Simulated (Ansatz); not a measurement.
## Al3Ga2P5 (I-4m2) at 2 levels of theory

One geometry, relaxed with PBE; plane waves with PAW potentials in Ansatz, scalar-relativistic. No spin polarisation. Gaps are the least over mesh and band path; pressure is positive in compression.

```cif
data_structure
_symmetry_space_group_name_H-M 'P 1'
_symmetry_Int_Tables_number 1
_cell_length_a 14.0365
_cell_length_b 14.0365
_cell_length_c 14.0365
_cell_angle_alpha 164.050
_cell_angle_beta 164.050
_cell_angle_gamma 22.631
_cell_volume 208.80
loop_
_atom_site_label
_atom_site_type_symbol
_atom_site_fract_x
_atom_site_fract_y
_atom_site_fract_z
_atom_site_occupancy
Al1 Al 0.20001 0.20001 0.00000 1
Al2 Al 0.79999 0.79999 0.00000 1
Al3 Al 0.00000 0.00000 0.00000 1
Ga1 Ga 0.60000 0.60000 0.00000 1
Ga2 Ga 0.40000 0.40000 0.00000 1
P1 P 0.15022 0.65022 0.50000 1
P2 P 0.75000 0.25000 0.50000 1
P3 P 0.34978 0.84978 0.50000 1
P4 P 0.95024 0.45024 0.50000 1
P5 P 0.54976 0.04976 0.50000 1
```

| level | cutoff (eV) | k mesh | gap (eV) | pressure (GPa) |
| --- | --- | --- | --- | --- |
| PBE | 420 | 10×10×10 | 1.65 | 0.0 |

Problem. What comes out on the same cell with PBEsol?

Solution.
```json
{"level": "PBEsol", "cutoff (eV)": "420", "k mesh": "10×10×10", "gap (eV)": "1.50", "pressure (GPa)": "-2.2"}
```

It was reached by relaxing an invented guess, and it needn't be the stable form of this composition.
